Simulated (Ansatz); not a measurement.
Input file for Ansatz (a program for electronic structure):

Ansatz 0.2 input:
```yaml
crystal:
  lattice:
    - [4.3608001956, 0.0, 0.0]
    - [0.0, 4.3608001956, 0.0]
    - [0.0, 0.0, 6.1406029452]
  atoms:
    - { symbol: Cd, position: [0.5, 0.5, 0.5] }
    - { symbol: Hg, position: [0.0, 0.0, 0.0] }
    - { symbol: Se, position: [0.0, 0.5, 0.2530441366] }
    - { symbol: Se, position: [0.5, 0.0, 0.7469558634] }
kpoints:
  mp_grid: { grid: [5, 5, 4] }
  band_path:
    path:
      - [[0.0, 0.0, 0.0], [0.0, 0.5, 0.0], [0.5, 0.5, 0.0], [0.0, 0.0, 0.0], [0.0, 0.0, 0.5], [0.0, 0.5, 0.5], [0.5, 0.5, 0.5], [0.0, 0.0, 0.5]]  # Γ-X-M-Γ-Z-R-A-Z
      - [[0.0, 0.5, 0.0], [0.0, 0.5, 0.5]]  # X-R
      - [[0.5, 0.5, 0.0], [0.5, 0.5, 0.5]]  # M-A
      - [VBM, CBM]
    npoints: 8
hamiltonian:
  xc: r2scan
  pseudopotentials: { kind: paw }
magnetization: { noncollinear: true, spin_orbit: true }
scf:
  n_extra_bands: 12
  convergence: { dr2_threshold: 0.0000000001 }
  occupations: { method: gaussian, width: 0.01 }
checkpoint: { write: soc.run }
output: { eigenvalues: true }
```

Output (shortened):

```
Pseudopotential: Cd, paw_fr, valence charge 20
Pseudopotential: Hg, paw_fr, valence charge 20
Pseudopotential: Se, paw_fr, valence charge 16
Functional definition: r2SCAN
non-collinear run that drives no moment, with spin-orbit …
Crystal: 4 atoms, lattice volume = 116.773 Å³
Basis set: ecut = 500 eV, 2967 PW (Γ), exchange–correlation on 128×128×180 points (64 copies of the dense FFT grid, shifted against one another)
Bands: 84, of which v1, the nominal top of the filled ones, is band 72 counted from 1 (71 counted from 0)
Symmetry: 8 space group operations + 8 with time reversal
k-points: 18 of 100 (time reversal used)
Projection manifold: j_resolved (fully-relativistic pseudo-atomic orbitals)
SCF iter   1: F=—  HF=-33015.566393 eV  |F-HF|=—  |Δ(HF+E_count)|=         —  Δρ=4.70e-2  dr2=2.85e0  dr2_τ=6.33e-3  dr2_m=0.00e0 (ungated)  ethr=3.10e-3  |M|=0.00e0 ∫|m|=0.00e0 μB  |m|>n=0.0e0 m-floor=0.0e0 τ_xc=0.0e0  β_m=0.30  ⟨swp⟩=8.0  Hψ=7051  notcnv=0  defer=8
preconditioner: auto → Resta (q_TF=auto, 2.517 Å⁻¹)
spin=Noncollinear: Resta preconditioning applied to the charge; magnetization (m_x, m_y, m_z) channels mix plain (no charge-response kernel on spin).
SCF iter   2: F=—  HF=-33015.022237 eV  |F-HF|=—  |Δ(HF+E_count)|=   5.44e-1  Δρ=2.86e-2  dr2=1.05e0  dr2_τ=8.93e-3  dr2_m=0.00e0 (ungated)  ethr=3.10e-3  |M|=0.00e0 ∫|m|=0.00e0 μB  |m|>n=0.0e0 m-floor=0.0e0 τ_xc=0.0e0  β_m=0.51  ⟨swp⟩=2.5  Hψ=2439  notcnv=0  defer=120
SCF iter   3: F=—  HF=-33014.746246 eV  |F-HF|=—  |Δ(HF+E_count)|=   2.76e-1  Δρ=8.22e-3  dr2=4.99e-2  dr2_τ=4.18e-4  dr2_m=0.00e0 (ungated)  ethr=1.46e-3  |M|=0.00e0 ∫|m|=0.00e0 μB  |m|>n=0.0e0 m-floor=0.0e0 τ_xc=0.0e0  β_m=0.71  ⟨swp⟩=3.0  Hψ=2134  notcnv=0  defer=120
SCF iter   4: F=—  HF=-33014.742720 eV  |F-HF|=—  |Δ(HF+E_count)|=   3.53e-3  Δρ=1.12e-3  dr2=1.80e-3  dr2_τ=1.82e-5  dr2_m=0.00e0 (ungated)  ethr=6.93e-5  |M|=0.00e0 ∫|m|=0.00e0 μB  |m|>n=0.0e0 m-floor=0.0e0 τ_xc=0.0e0  β_m=0.76  ⟨swp⟩=3.4  Hψ=3063  notcnv=0  defer=120
SCF iter   5: F=—  HF=-33014.743317 eV  |F-HF|=—  |Δ(HF+E_count)|=   5.96e-4  Δρ=4.29e-4  dr2=2.48e-4  dr2_τ=1.78e-6  dr2_m=0.00e0 (ungated)  ethr=2.50e-6  |M|=0.00e0 ∫|m|=0.00e0 μB  |m|>n=0.0e0 m-floor=0.0e0 τ_xc=0.0e0  β_m=0.81  ⟨swp⟩=2.0  Hψ=2555  notcnv=0  defer=120
SCF iter   6: F=—  HF=-33014.743402 eV  |F-HF|=—  |Δ(HF+E_count)|=   8.52e-5  Δρ=1.43e-4  dr2=4.23e-5  dr2_τ=6.75e-7  dr2_m=0.00e0 (ungated)  ethr=3.45e-7  |M|=0.00e0 ∫|m|=0.00e0 μB  |m|>n=0.0e0 m-floor=0.0e0 τ_xc=0.0e0  β_m=0.81  ⟨swp⟩=2.0  Hψ=2488  notcnv=0  defer=120
SCF iter   7: F=—  HF=-33014.743413 eV  |F-HF|=—  |Δ(HF+E_count)|=   1.12e-5  Δρ=4.75e-5  dr2=3.11e-6  dr2_τ=1.56e-8  dr2_m=0.00e0 (ungated)  ethr=5.87e-8  |M|=0.00e0 ∫|m|=0.00e0 μB  |m|>n=0.0e0 m-floor=0.0e0 τ_xc=0.0e0  β_m=0.90  ⟨swp⟩=2.0  Hψ=2400  notcnv=0  defer=120
SCF iter   8: F=—  HF=-33014.743464 eV  |F-HF|=—  |Δ(HF+E_count)|=   5.07e-5  Δρ=1.02e-5  dr2=1.39e-7  dr2_τ=1.87e-9  dr2_m=0.00e0 (ungated)  ethr=4.32e-9  |M|=0.00e0 ∫|m|=0.00e0 μB  |m|>n=0.0e0 m-floor=0.0e0 τ_xc=0.0e0  β_m=0.95  ⟨swp⟩=2.6  Hψ=2340  notcnv=0  defer=120
SCF iter  12: F=-33014.743464 eV  HF=-33014.743464 eV  |F-HF|=2.91e-11  |Δ(HF+E_count)|=  5.09e-11  Δρ=1.17e-7  dr2=1.62e-11  dr2_τ=1.94e-13  dr2_m=0.00e0 (ungated)  ethr=1.00e-12  |M|=0.00e0 ∫|m|=0.00e0 μB  |m|>n=0.0e0 m-floor=0.0e0 τ_xc=0.0e0  ⟨swp⟩=9.7  Hψ=5068  notcnv=0
SCF 1 converged in 12 iterations: F = -33014.743464 eV  dr2 = 1.62e-11
NSCF: frozen V_eff on 40 k-points
NSCF: frozen V_eff on 40 k-points
NSCF: frozen V_eff on 40 k-points
NSCF: frozen V_eff on 10 k-points
NSCF: frozen V_eff on 7 k-points
NSCF: frozen V_eff on 5 k-points
NSCF: frozen V_eff on 5 k-points
NSCF: frozen V_eff on 7 k-points
NSCF: frozen V_eff on 13 k-points
NSCF: frozen V_eff on 22 k-points
NSCF: frozen V_eff on 7 k-points
NSCF: frozen V_eff on 13 k-points
NSCF: frozen V_eff on 17 k-points
NSCF: frozen V_eff on 4 k-points
NSCF: frozen V_eff on 2 k-points
NSCF: frozen V_eff on 17 k-points
NSCF: frozen V_eff on 5 k-points
NSCF: frozen V_eff on 1 k-points
NSCF: frozen V_eff on 5 k-points
NSCF: frozen V_eff on 84 k-points
SCF converged after 12 iterations
Magnetization: |M| = 0.0000 μB,  M = (+0.0000, +0.0000, +0.0000) μB
Absolute magnetization: 0.0000 μB (∫|m|)
  site 0: m = (+0.0000, +0.0000, +0.0000) μB, |m| = 0.0000 μB  (R = 1.10 Å)
  site 1: m = (+0.0000, +0.0000, +0.0000) μB, |m| = 0.0000 μB  (R = 1.10 Å)
  site 2: m = (+0.0000, +0.0000, +0.0000) μB, |m| = 0.0000 μB  (R = 1.10 Å)
  site 3: m = (+0.0000, +0.0000, +0.0000) μB, |m| = 0.0000 μB  (R = 1.10 Å)
Free energy (F): -33014.743464 eV
Harris-Foulkes:  -33014.743464 eV  (|F-HF|=2.91e-11)
Internal energy: -33014.743464 eV  (E = F + TS)
E sigma→0 (E₀):  -33014.743464 eV
Entropy (-TS):    0.000000 eV ( 0.000 meV/atom)
Fermi energy:    7.442104 eV
--- Per-component energies (eV) ---
  E_band       = -1874.748344
  E_kinetic    = 1345.575119
  E_local      = -12328.921103  (includes V_loc(G=0)·N_el)
  E_nonlocal   = -1097.440465
  E_hartree    = 5752.257832
  E_xc         = -572.333887
  E_vxc        = -746.392221  (∫ρ·V_xc dr)
  E_paw        = -17877.109262  (= ΣΔE_a)
  E_vpaw       = -599.962760  (= ΣTr[D̂ρ^β])
  E_aug_tail   = -0.000042  (compensation charges beyond the density's cutoff)
  E_vtau       = 47.877256  (kinetic-family band-sum trace: ∫τ·v_τ [+ j·A + Jᵃ·Aᵃ] dr)
  E_ewald      = -8232.544217
  E_core_change = -4.227439  (= ΣΔE_core)
  E_smearing   =  0.000000  (= −TS)
  E_closure    = 0.000000  (closes the sum)
  Σ components = -33014.743464   (vs F -33014.743464, Δ=0.00e0)
  [band-id]    e_kinetic+e_local+e_nonlocal+2·e_hartree+e_vxc+e_vpaw+e_augmentation_tail+e_vtau = -1874.748553   (vs E_band -1874.748344, Δ=-2.09e-4)
--- Band table (eV; the first three rows and the last of 18) ---
  k-point 0: bands = ["-108.8002", "-108.8002", "-97.2691", "-97.2691", "-70.1093", "-70.1093", "-61.4160", "-61.4160", "-55.6920", "-55.6920", "-55.6917", "-55.6917", "-52.0846", "-52.0846", "-52.0822", "-52.0822", "-40.9651", "-40.9651", "-40.9651", …
  k-point 1: bands = ["-108.8002", "-108.8002", "-97.2691", "-97.2691", "-70.1093", "-70.1093", "-61.4160", "-61.4160", "-55.6920", "-55.6920", "-55.6917", "-55.6917", "-52.0846", "-52.0846", "-52.0822", "-52.0822", "-40.9651", "-40.9651", "-40.9651", …
  k-point 2: bands = ["-108.8002", "-108.8002", "-97.2691", "-97.2691", "-70.1093", "-70.1093", "-61.4160", "-61.4160", "-55.6920", "-55.6920", "-55.6917", "-55.6917", "-52.0846", "-52.0846", "-52.0822", "-52.0822", "-40.9651", "-40.9651", "-40.9651", …
  k-point 17: bands = ["-108.8002", "-108.8002", "-97.2691", "-97.2691", "-70.1093", "-70.1093", "-61.4161", "-61.4161", "-55.6920", "-55.6920", "-55.6918", "-55.6918", "-52.0847", "-52.0847", "-52.0825", "-52.0825", "-40.9651", "-40.9651", "-40.9651", …
```

Cost: roughly 11 core-minutes on shared cores.

Space group P-4m2. The workflow started from a Materials Project entry (that database holds measured and hypothetical structures alike); the Crystallography Open Database copy checked does not list it. With Cd and Hg taken as one species the cell has the higher symmetry F-43m, so it may be an ordered model of a mixed-site phase. Its standing as an ambient phase is unchecked. The cell was relaxed with r²SCAN under the symmetry of its start; its stability against distortions is not shown here.

Potentials: the later of the program's two PAW sets.

Ansatz is a plane-wave DFT program.
